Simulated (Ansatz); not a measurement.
The start is a generated trial cell of InP in the zincblende structure type. The structure is fully relaxed (lattice and positions, P = 0) with PBE (plane waves to 420 eV, PAW, scalar-relativistic; Ansatz, an electronic-structure program). First-step values are on the input's coarse k-mesh.

Ansatz input (later rounds restart from its end on a renewed k-mesh):
Ansatz 0.2 input:
```yaml
crystal:
  lattice:
    - [0, 2.91591, 2.91591]
    - [2.91591, 0, 2.91591]
    - [2.91591, 2.91591, 0]
  atoms:
    - { symbol: P, position: [0.75, 0.75, 0.75] }
    - { symbol: In, position: [0, 0, 0] }
basis: { ecutwfc: 420, ecutrho_ratio: 4, xc_grid: 2, fft_grid_basis: typed }
kpoints: { mp_grid: { grid: [7, 7, 7] } }
hamiltonian:
  xc: pbe
  dispersion: none
  pseudopotentials: { kind: paw }
scf: { occupations: { method: fermi_dirac, width: 0.05 } }
relax: { f_tol: 0.01, max_steps: 100, cell: { stress_tol: 0.02 } }
output: { forces: true, stress: true }
```

```yaml
initial_pressure: "+4.5 GPa (positive: the cell is compressed)"
outcome: The space group stays F-43m (No. 216) (the run could not lower it); the end is zinc blende type, with 2 atoms in the primitive cell
energy_released: 0.02 eV/atom
volume_change: +6.7 %, from 24.79 to 26.45 Å³/atom
optimiser_moves: 3
```

Final values are on a 10×10×10 k-mesh of the relaxed cell. No spin polarisation in the result.

The run could not lose the symmetry of its start; a randomly shaken copy of 2 atoms returns to this structure.

All atoms sit on sites fixed by symmetry, so only the cell could relax.
